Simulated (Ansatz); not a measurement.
Data:

InAs:
```cif
data_As4In4
_chemical_formula_sum 'In4 As4'
_space_group_name_H-M_alt 'F-43m'
_space_group_IT_number 216
_space_group_name_Hall 'F -4 2 3'
_cell_length_a 6.10760
_cell_length_b 6.10760
_cell_length_c 6.10760
_cell_angle_alpha 90.000
_cell_angle_beta 90.000
_cell_angle_gamma 90.000
loop_
_atom_site_label
_atom_site_type_symbol
_atom_site_symmetry_multiplicity
_atom_site_Wyckoff_symbol
_atom_site_fract_x
_atom_site_fract_y
_atom_site_fract_z
_atom_site_occupancy
In1 In 4 a 0.00000 0.00000 0.00000 1
As1 As 4 d 0.75000 0.75000 0.75000 1
```
(The calculation used a cell of 2 atoms; values per cell refer to that cell.)

This is the r²SCAN-relaxed structure.

Q: All from the program Ansatz at the r²SCAN level (PAW), unless another level is named. Give the bulk modulus (Birch–Murnaghan fit).

A: 57.2 GPa.

Q: Give the elastic constants (relaxed ions, GPa).

A: C11 = 83.1, C12 = 45.2, C44 = 37.9.

The cell was relaxed with r²SCAN under the symmetry of its start.

Potentials: the earlier of the program's two PAW sets.
